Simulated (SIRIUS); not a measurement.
A self-consistent single point of TiO2 (I4_1/amd, 6 atoms in the cell; from Materials Project mp-390, changed as shown).

```xyz
6
Lattice="-1.8786 1.8786 4.7752 1.8786 -1.8786 4.7752 1.8786 1.8786 -4.7752" Properties=species:S:1:pos:R:3 pbc="T T T"
Ti     0.0000     0.0000     0.0000
Ti     0.0000     1.8786     2.3876
O      0.0000     1.8786     4.3660
O      0.0000     0.0000     1.9784
O      0.0000     0.0000     7.5721
O      0.0000     1.8786     0.4092
```

Level of theory: LDA (PW92), GBRV LDA ultrasoft pseudopotentials (plane waves; SIRIUS).

SIRIUS settings:

```
setting                                                               value
--------------------------------------  -----------------------------------
parameters.ngridk                                                     8 8 8
parameters.xc_functionals                           [XC_LDA_X, XC_LDA_C_PW]
parameters.gk_cutoff                                           6.325 1/bohr
parameters.pw_cutoff                                          14.143 1/bohr
parameters.smearing                                                gaussian
parameters.smearing_width                                    0.000734986 Ha
potentials                              GBRV LDA ultrasoft pseudopotentials
parameters.electronic_structure_method                      pseudopotential
parameters.num_bands                                                     29
parameters.num_mag_dims                                                   0
parameters.num_dft_iter                                                 100
parameters.energy_tol                                              1e-07 Ha
parameters.density_tol                                                1e-06
mixer.type                                                         anderson
mixer.beta                                                              0.3
mixer.use_hartree                                                      true
```

Results:

| Property | Result |
|---|---|
| Number of valence electrons | 48 |
| Number of bands | 29 |
| Number of k-points after the program's reduction | 59 |
| Number of plane waves (most at a k-point) | 1968 |
| Number of SCF iterations | 16 |
| FFT grid | 50 × 50 × 50 |
| Free energy E − TS | -5013.1198 eV |
| Gap on the k-point mesh | 2.12 eV |
| Pressure | -3.42 GPa |
| Largest force (vector length) | 0.040 eV/Å |

Forces (eV/Å):
| atom | Fx | Fy | Fz |
|---|---|---|---|
| Ti1 | 0.000 | 0.000 | 0.000 |
| Ti2 | 0.000 | 0.000 | 0.000 |
| O3 | 0.000 | 0.000 | -0.040 |
| O4 | 0.000 | 0.000 | -0.040 |
| O5 | 0.000 | 0.000 | 0.040 |
| O6 | 0.000 | 0.000 | 0.040 |

Stress (GPa, positive for compression):
```
-3.36   0.00   0.00
 0.00  -3.36   0.00
 0.00   0.00  -3.52
```

Gaps are taken between levels on the mesh.

For comparison: a first run was changed to give this one (volume scaled by 0.98), and from it to this one the free energy goes down by 7.9 meV/atom, the pressure goes from -7.71 to -3.42 GPa, the largest force goes from 0.152 to 0.040 eV/Å and the gap on the mesh goes from 2.078 to 2.123 eV.

The structure comes from a collection of computed structures, made at another level of theory; the collection holds predicted forms beside known ones.

Cost on one core: roughly 3 core-minutes.
